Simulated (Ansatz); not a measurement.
## TaN: relaxation (Ansatz)

input.yaml:

```yaml
crystal:
  lattice:
    - [5.225332, 0.0, 0.0]
    - [-2.612666, 4.525272, 0.0]
    - [0.0, 0.0, 2.927233]
  atoms:
    - { symbol: Ta, position: [0.0, 0.0, 0.0] }
    - { symbol: Ta, position: [0.33333, 0.66667, 0.5] }
    - { symbol: Ta, position: [0.66666, 0.33333, 0.5] }
    - { symbol: "N", position: [0.5, 0.0, 0.0] }
    - { symbol: "N", position: [0.5, 0.5, 0.0] }
    - { symbol: "N", position: [0.0, 0.5, 0.0] }
  symmetry: { tolerance: 0.0003 }
kpoints:
  mp_grid: { grid: [7, 7, 11], shift: [0, 0, 0] }
magnetization:
  spin_polarized: false
scf:
  occupations: { method: fermi_dirac }
  lower_state_search: "off"
hamiltonian:
  pseudopotentials: { kind: paw }
  xc: r2scan
basis:
  ecutwfc: 500
  fft_grid_basis: typed
relax:
  max_steps: 80
  cell: { p_target: 20.0 }
  f_tol: 0.03
output:
  forces: true
  stress: true
  eigenvalues: true
  bader: true
  populations: true
  elf: true
  write_potential: true
  volumetric_format: npy
  dos:
    e_range: [-12, 8]
    de: 0.05
    projected: { site_lists: { "N": ["N"], Ta: [Ta] } }
  write_density: true
checkpoint:
  read: saved_state
```

The command:

```bash
ansatz run input.yaml --threads 2 --pin off --max-ram 3584MiB --backend cpu --events-out ev --progress --plain --runs-dir out
```

Origin of the cell: a database entry, scaled a little.

The smearing width isn't typed, so it takes its default of 0.1 eV.

The saved state is a converged single point of the same cell.

Steps («new basis» is an SCF on plane waves selected anew at the same cell):

| step | ΔH (meV/atom) | max force component (eV/Å) | P (GPa) | volume (Å³) | SCF iterations | step was |
| --- | --- | --- | --- | --- | --- | --- |
| 1 | 0.0 | 0.000 | -1.48 | 69.22 | 6 | accepted |
| 2 | -17.8 | 0.000 | 38.71 | 61.98 | 7 | accepted |
| 3 | -48.4 | 0.000 | 18.44 | 65.33 | 6 | accepted |
| 4 | -48.7 | 0.000 | 20.00 | 65.03 | 5 | accepted |
| 5 | -48.7 | 0.000 | 20.00 | 65.03 | 4 | accepted |
| 6 | -48.3 | 0.000 | 20.01 | 65.03 | 6 | new basis |

The starting structure.

Space group P6/mmm (No. 191); the run's cell has a = 5.225 Å, b = 5.225 Å, c = 2.927 Å, α = 90.00°, β = 90.00°, γ = 120.00°. Shortest distances: N–Ta 2.10 Å, N–N 2.61 Å, Ta–Ta 2.93 Å.

The relaxed structure.

Space group P6/mmm (No. 191); the run's cell has a = 5.102 Å, b = 5.102 Å, c = 2.885 Å, α = 90.00°, β = 90.00°, γ = 120.00°. Shortest distances: N–Ta 2.06 Å, N–N 2.55 Å, Ta–Ta 2.89 Å.

```
CELL_PARAMETERS angstrom
5.10154 0.00000 0.00000
-2.55077 4.41807 0.00000
0.00000 0.00000 2.88531
ATOMIC_POSITIONS crystal
Ta 0.00000 0.00000 0.00000
Ta 0.33333 0.66667 0.50000
Ta 0.66667 0.33333 0.50000
N 0.50000 0.00000 0.00000
N 0.50000 0.50000 0.00000
N 0.00000 0.50000 0.00000
```

* Enthalpy lowered by: 48.3 meV/atom
* Volume change: -6.05 %
* Final pressure: 20.01 GPa
* Relaxation steps listed: 6

Caveats: no moments, though an odd count or open d shells may carry them; no spin-orbit coupling, though heavy elements are present; the relaxation held the start's symmetry, so the end may be a saddle point.

The run took 3 min on 2 threads of AMD EPYC 7R43 64-Core Processor (Zen 3) (shared host), peak memory 0.67 GiB, from a saved density.
